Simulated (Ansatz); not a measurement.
Here is the system:

Ru (hcp, Mg type)

```
CELL_PARAMETERS angstrom
      5.44432     0.00000     0.00000
     -1.36108     2.35746     0.00000
      0.00000     0.00000     4.29083
ATOMIC_POSITIONS crystal
  Ru 0.16667 0.66667 0.75000
  Ru 0.66667 0.66667 0.75000
  Ru 0.33333 0.33333 0.25000
  Ru 0.83333 0.33333 0.25000
```

The atoms are displaced by Q × the pattern below (from a DFPT mode at M = (0.5, 0.0, 0.0), largest move 1; Q in Å), at fixed cell. (q is in reciprocal vectors of the primitive cell; the cell shown is doubled to hold the pattern.)

```tsv
atom	x	y	z
Ru1	0.000	0.000	-1.000
Ru2	0.000	0.000	1.000
Ru3	0.000	0.000	-1.000
Ru4	0.000	0.000	1.000
```

These are PBE (plane waves to 420 eV, PAW, scalar-relativistic; Ansatz, a program for electronic structure) values and carry that method's errors. k mesh 10×20×11 (Γ-centred), Fermi-Dirac smearing 0.05 eV. The energy includes the smearing's −TS. With partly filled bands, energies and forces of such displacements shift with the k mesh and the smearing. Ru is run without spin polarisation. Ru was relaxed with its symmetry unable to fall. The zero of ΔE is the undisplaced structure.

The scan covers Q from -0.100 to 0.100 Å in 13 points.

Question: Which space group does the distorted structure have?

Answer: Pnnm (No. 58), lowered from P6_3/mmc.

Question: What is the energy change at Q = 0.100 Å?

Answer: 225 meV/cell.

Question: What harmonic wavenumber does the curvature at Q = 0 give?

Answer: 170 cm⁻¹.

(A displaced cell: forces are minus the slopes of the energy, force constants its curvatures, and phonons follow from these.)
